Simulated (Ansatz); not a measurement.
A relaxed cell of MgS (Fm-3m (No. 225)), relaxed on a k-mesh at least as fine as the one used below. Method: r2SCAN (plane waves to 500 eV, PAW, scalar-relativistic; Ansatz, an electronic-structure program). Γ-centred k-mesh 11×6×11 on the run's cell, Fermi–Dirac smearing 0.05 eV.

```xyz
4
Lattice="0.0000 2.6015 2.6015 5.2031 0.0000 5.2031 2.6015 2.6015 0.0000" Properties=species:S:1:pos:R:3 pbc="T T T"
Mg     2.6015     2.6015     2.6015
Mg     5.2031     2.6015     5.2031
S      0.0000     0.0000     0.0000
S      2.6015     0.0000     2.6015
```

Every atom was then displaced, and the forces became (eV/Å):

| atom | Fx | Fy | Fz |
|---|---|---|---|
| Mg1 | 0.04 | 0.19 | -0.08 |
| Mg2 | 0.20 | 0.03 | 0.96 |
| S3 | -0.20 | -0.31 | 0.53 |
| S4 | -0.04 | 0.10 | -1.40 |

Question: Which atom was moved farthest relative to the others, and in which direction?

Answer: S4, by (-0.05, 0.02, 0.20) Å (0.21 Å, mean shift removed); the next is S3 with 0.15 Å. Its force makes an angle of 162° with its move.

All displacements (Å):

```csv
atom,ux,uy,uz
Mg1,-0.029,0.051,-0.039
Mg2,-0.072,0.041,-0.075
S3,0.070,0.088,-0.127
S4,-0.072,0.091,0.185
```

Question: Estimate the energy cost of the displacement in the harmonic approximation and compare with the calculation.

Answer: For a harmonic well ΔE = −½ Σ F·u = 0.214 eV a cell, or 53 meV/atom. The calculated energy relative to the undisplaced cell is +48 meV/atom, so the harmonic estimate holds well.

No spin polarisation in the result.

The run that gave the undisplaced cell could not lose the symmetry of its start; a randomly shaken copy of 4 atoms returns to this structure.
